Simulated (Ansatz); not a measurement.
AlAsO₄:
```cif
data_AlAsO4
_chemical_formula_sum 'Al1 As1 O4'
_space_group_name_H-M_alt 'P 1'
_space_group_IT_number 1
_cell_length_a 5.21676
_cell_length_b 5.21676
_cell_length_c 5.21676
_cell_angle_alpha 121.657
_cell_angle_beta 121.657
_cell_angle_gamma 87.153
loop_
_space_group_symop_operation_xyz
  'x, y, z'
loop_
_atom_site_label
_atom_site_type_symbol
_atom_site_fract_x
_atom_site_fract_y
_atom_site_fract_z
_atom_site_occupancy
Al1 Al 0.00000 0.00000 0.00000 1
As1 As 0.75000 0.25000 0.50000 1
O1 O 0.86733 0.25300 0.86831 1
O2 O 0.74700 0.61531 0.61432 1
O3 O 0.38469 0.99901 0.13169 1
O4 O 0.00099 0.13267 0.38568 1
```

Relaxed with r²SCAN.

Q: Tabulate the valence density and the electron localisation function along the shortest As–O contact (1.67 Å), DFT-r²SCAN in the program Ansatz with PAW potentials.

A: 

| distance from As (Å) | density (e/Å³) | ELF |
|---|---|---|
| 0.17 | 28.11 | 0.14 |
| 0.25 | 21.88 | 0.10 |
| 0.33 | 15.46 | 0.13 |
| 0.42 | 10.03 | 0.19 |
| 0.50 | 6.06 | 0.29 |
| 0.59 | 3.55 | 0.40 |
| 0.67 | 2.19 | 0.51 |
| 0.75 | 1.59 | 0.60 |
| 0.84 | 1.46 | 0.68 |
| 0.92 | 1.60 | 0.74 |
| 1.00 | 1.92 | 0.77 |
| 1.09 | 2.45 | 0.77 |
| 1.17 | 3.17 | 0.73 |
| 1.26 | 4.03 | 0.65 |
| 1.34 | 4.93 | 0.53 |
| 1.42 | 5.82 | 0.39 |
| 1.51 | 6.64 | 0.28 |

The density is the valence pseudo-density with augmentation charge, so density and ELF within about 1 Å of a nucleus are not all-electron values.

Space group I-4. The first step of the workflow began from a Materials Project structure, measured or hypothetical; the Crystallography Open Database copy checked does not list it. COD files the formula under space group No. 152. Its standing as an ambient phase is unchecked. The cell was relaxed with r²SCAN under the symmetry of its start; its stability against distortions is not shown here.

Potentials: the later of the program's two PAW sets.
